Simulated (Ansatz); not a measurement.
Input and command of a plane-wave DFT calculation in Ansatz:

```yaml
crystal:
  lattice:
    - [-1.5811986205, 1.5811986205, 1.32032985]
    - [1.5811986205, -1.5811986205, 1.32032985]
    - [1.6726312395, 1.6726312395, -1.32032985]
  atoms:
    - { symbol: Si, position: [0.0, 0.0, 0.0] }
basis:
  ecutwfc: 420
kpoints:
  mp_grid: { grid: [22, 22, 22] }
hamiltonian:
  xc: lda
scf:
  occupations: { method: gaussian, width: 0.15 }
output:
  forces: true
  stress: true
  eigenvalues: true
```

```bash
ansatz run input.yaml --threads 1 --pin off --max-ram 2560MiB --backend cpu --events-out ev --progress --plain --runs-dir out
```

Processor: Intel(R) Xeon(R) Processor @ 2.70GHz, 1 thread, on a host shared with other jobs.

Task: How long does it run, and how much memory does it take?

Result: About 15 s on 1 thread of Intel(R) Xeon(R) Processor @ 2.70GHz, on a shared host, peak memory 0.47 GiB. It solves 6 bands at 1530 k points (the mesh reduced by the symmetry that the task leaves, which can be less than the crystal's) with about 281 plane waves, in 6 SCF iterations.
